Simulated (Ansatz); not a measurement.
CdSe:
```cif
data_Cd6Se6
_chemical_formula_sum 'Cd6 Se6'
_space_group_name_H-M_alt 'P 1'
_space_group_IT_number 1
_cell_length_a 4.30100
_cell_length_b 4.30100
_cell_length_c 21.06667
_cell_angle_alpha 90.000
_cell_angle_beta 90.000
_cell_angle_gamma 120.000
loop_
_space_group_symop_operation_xyz
  'x, y, z'
loop_
_atom_site_label
_atom_site_type_symbol
_atom_site_fract_x
_atom_site_fract_y
_atom_site_fract_z
_atom_site_occupancy
Cd1 Cd 0.00000 0.00000 0.99977 1
Cd2 Cd 0.00000 0.00000 0.49977 1
Cd3 Cd 0.66667 0.33333 0.83316 1
Cd4 Cd 0.33333 0.66667 0.33316 1
Cd5 Cd 0.66667 0.33333 0.16654 1
Cd6 Cd 0.33333 0.66667 0.66654 1
Se1 Se 0.00000 0.00000 0.87462 1
Se2 Se 0.00000 0.00000 0.37462 1
Se3 Se 0.66667 0.33333 0.70812 1
Se4 Se 0.33333 0.66667 0.20812 1
Se5 Se 0.66667 0.33333 0.04149 1
Se6 Se 0.33333 0.66667 0.54149 1
```

Relaxed with PBEsol. The program Ansatz at the PBEsol level (PAW) gives a gap of 0.50 eV.

Problem. What gap does HSE06 give on the same cell (Ansatz, PAW)?

Solution. 1.57 eV, 1.07 eV more. The hybrid was solved on a coarser mesh and at special points; the gap given is the minimum over both.

```json
[
 {"k": "Γ", "v1 PBEsol": "0.00", "c1 PBEsol": "0.50", "v1 HSE06": "0.00", "c1 HSE06": "1.57"},
 {"k": "A", "v1 PBEsol": "-0.06", "c1 PBEsol": "1.17", "v1 HSE06": "…", "c1 HSE06": "…"},
 {"k": "K", "v1 PBEsol": "-1.26", "c1 PBEsol": "3.78", "v1 HSE06": "…", "c1 HSE06": "…"},
 {"k": "H", "v1 PBEsol": "-1.31", "c1 PBEsol": "3.92", "v1 HSE06": "…", "c1 HSE06": "…"},
 {"k": "M", "v1 PBEsol": "-0.76", "c1 PBEsol": "2.47", "v1 HSE06": "…", "c1 HSE06": "…"},
 {"k": "L", "v1 PBEsol": "-0.85", "c1 PBEsol": "2.56", "v1 HSE06": "-0.90", "c1 HSE06": "3.61"}
]
```

Problem. Top valence (v1) and lowest conduction level (c1) in eV from each method's valence maximum (which need not be a listed point): supply the withheld HSE06 values.

Solution. 
- K, v1 HSE06: -1.33
- K, c1 HSE06: 4.84
- H, v1 HSE06: -1.38
- H, c1 HSE06: 5.03
- M, v1 HSE06: -0.80
- M, c1 HSE06: 3.55
- A, v1 HSE06: -0.06
- A, c1 HSE06: 2.11

Cost on shared cores: the PBEsol run (SCF on a 8×8×2 mesh, then bands and DOS) about 13 core-minutes (a rough figure), the HSE06 run (SCF on 5×5×1, then a few points) about 17 core-minutes (a rough figure); the tasks are unlike.

Space group P6_3mc. A made-up cell: these elements were put on the sites of a structure type. Its sites differ from those of the usual phase in this space group: another stacking or structure type. Symmetry was held in the PBEsol relaxation; whether a distortion lowers the energy is not shown. Scalar-relativistic: spin–orbit coupling is off unless named, which matters more the heavier the elements.

Potentials: the later of the program's two PAW sets.
